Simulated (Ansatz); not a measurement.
Values for one crystal, relaxed and computed with r²SCAN (plane waves, PAW; program Ansatz); other levels are named.

| Quantity | Result |
|---|---|
| Volume per atom | 15.93 Å³ |
| Band gap | 1.66 eV (indirect) |
| Smallest direct gap on the standard path | 2.72 eV |
| Conduction-band minimum | at X (2 equivalent valleys) |
| Valence-band maximum | on the Γ–M line, 88 % of the way from Γ |
| Electron effective mass | 0.32, 0.35, 1.4 mₑ (principal values) |
| Hole effective mass | 2.3, 2.3, 6.5 mₑ (principal values) |

Problem. Which of these materials gives this?
(A) KCaF3, cubic perovskite
(B) CaC2, MoSi2 or CaC2 type
(C) CaZnC2O6, R-3 (Ca on 3a, Zn on 3b, C on 6c, O on 18f)
(D) TeO2, P4_12_12 (Te on 4a, O on 8b)

Solution. B, CaC2, MoSi2 or CaC2 type

Space group I4/mmm (MoSi2 or CaC2 type). The workflow started from a Materials Project entry (that database holds measured and hypothetical structures alike); the Crystallography Open Database copy checked does not list it. COD files the formula under space group No. 2. Whether it is the stable phase at ambient conditions was not checked. The r²SCAN relaxation kept the symmetry of its start; its stability against distortions is not shown here.

Potentials: the later of the program's two PAW sets.
